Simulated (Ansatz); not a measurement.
Relaxed-ion elastic tensor of ZrO2 in space group P2_1/c (No. 14; Zr on 4e, O on 4e, O on 4e) in GPa (Voigt order), PBEsol (plane waves, PAW; program Ansatz); density 5.87 g/cm³, 11.63 Å³ per atom.

```
 305   169  87.8   0.0  48.6   0.0
 169   397   153   0.0  -5.1   0.0
87.8   153   243   0.0  14.9   0.0
 0.0   0.0   0.0  85.8   0.0  -9.4
48.6  -5.1  14.9   0.0  86.2   0.0
 0.0   0.0   0.0  -9.4   0.0   130
```

### Question
Is the crystal mechanically stable?

### Answer
Yes: the smallest eigenvalue of C is 66.9 GPa.

### Question
Work out the Voigt, Reuss and Hill averages.

### Answer
K_V = 196, K_R = 168, K_H = 182; G_V = 96.1, G_R = 85.7, G_H = 90.9 GPa.

### Question
Give Young's modulus, Poisson's ratio, Pugh's ratio and the universal anisotropy index.

### Answer
E = 9KG/(3K + G) = 234 GPa; ν = 0.29; K/G = 2.00 (ductile by the Pugh limit of 1.75); A_U = 5G_V/G_R + K_V/K_R − 6 = 0.77.

### Question
Estimate the sound speeds and the Debye temperature.

### Answer
v_l = √((K + 4G/3)/ρ) = 7190 m/s, v_t = √(G/ρ) = 3940 m/s, mean 4390 m/s; Θ = (h/k)(3n/4πV)^(1/3) v_m = 577 K.

### Question
How much does each axis shrink under pressure?

### Answer
Linear compressibilities β_i = Σ_j S_ij (j = 1 to 3): x 2.6, y 0.15, z 3.2 per TPa.

The cell was relaxed with PBEsol under the symmetry of its start. The run is not spin-polarised.

Potentials: the earlier of the program's two PAW sets. The files were generated under PBE; for other functionals the program regenerates the frozen cores, and for LDA and PBEsol the local potential too.
